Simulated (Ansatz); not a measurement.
## CaAl₂Ge₂, a database entry at a rescaled volume

```yaml
crystal:
  lattice:
    - [4.23008, 0.00000, 0.00000]
    - [-2.11504, 3.66336, 0.00000]
    - [0.00000, 0.00000, 7.26981]
  atoms:
    - { symbol: Ca, position: [0.00000, 0.00000, 0.00000] }
    - { symbol: Al, position: [0.33330, 0.66670, 0.62930] }
    - { symbol: Al, position: [0.66670, 0.33330, 0.37070] }
    - { symbol: Ge, position: [0.33330, 0.66670, 0.26217] }
    - { symbol: Ge, position: [0.66670, 0.33330, 0.73783] }
```

Level: r2SCAN, spin-orbit coupling; 500 eV; 7×7×4 Γ-centred mesh; fermi-dirac occupations (width 0.0233 eV); Ansatz 0.2.0, fixed geometry.

The state carries no moments; the state need not be the lowest.

Question: How is the charge shared?

Answer: Bader charges in e: Ca +1.43, Al +1.72, Ge -2.43. In the mean Al gives up most and Ge takes most.

Question: Is it stable against the elements?

Answer: -0.47 eV an atom against the elements' usual phases (free molecules for gases, crystals otherwise, with no correction for O₂ or N₂), so it is bound against them; other compounds may still compete. Relaxing would lower it.

Question: What happens at the Fermi level?

Answer: It is a metal, with about 0.5 states/eV a cell as the mean within 0.25 eV of the Fermi level, mostly Ge p (36 %), Al p (21 %) and Al s (19 %).

Question: Is the cell too large or too small?

Answer: The pressure is -2.8 GPa (compression positive), so with the atoms held at these fractions the cell would first shrink.

Question: Where is the largest force?

Answer: The largest is on Ge5 (and as large on other atoms): 0.14 eV/Å, components (0.00, 0.00, -0.14). It makes 72° with the line to a nearest neighbour, Al2 at 2.57 Å.

Origin: a database entry at a rescaled volume.
